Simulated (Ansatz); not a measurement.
B₂O₃ in space group P3_121 (No. 152; B on 6c, O on 6c, O on 3a), the program Ansatz at the LDA level (PAW), all energies at zero smearing, with the estimated change up to a 700 eV cutoff added, with one set of potentials and settings (totals compare only within such a set). Cell of 15 atoms (6 B, 9 O): -5909.967 eV.

```
element                            reference phase  E (eV/atom)
-------  -----------------------------------------  -----------
B                       R-3m, 12 atoms in the cell    -149.7758
O        C2/m, 4 atoms in the cell, spin-polarised    -552.6518
```

Formation energy per atom, worked out: (-5909.967 − 6×(-149.7758) − 9×(-552.6518))/15 = -2.496 eV/atom (-241 kJ per mol of atoms), at 0 K, without zero-point energy or fitted corrections.

The workflow started from a Materials Project entry (that database holds measured and hypothetical structures alike); the Crystallography Open Database files this formula in space group No. 152, but the cells were not matched. Whether it is the stable phase at ambient conditions was not checked. The cell was relaxed with LDA under the symmetry of its start; phonons on a q-mesh show no instability. The references are the lowest solids computed at this level, not always the standard phases (solids in place of the gases).

Potentials: the later of the program's two PAW sets.
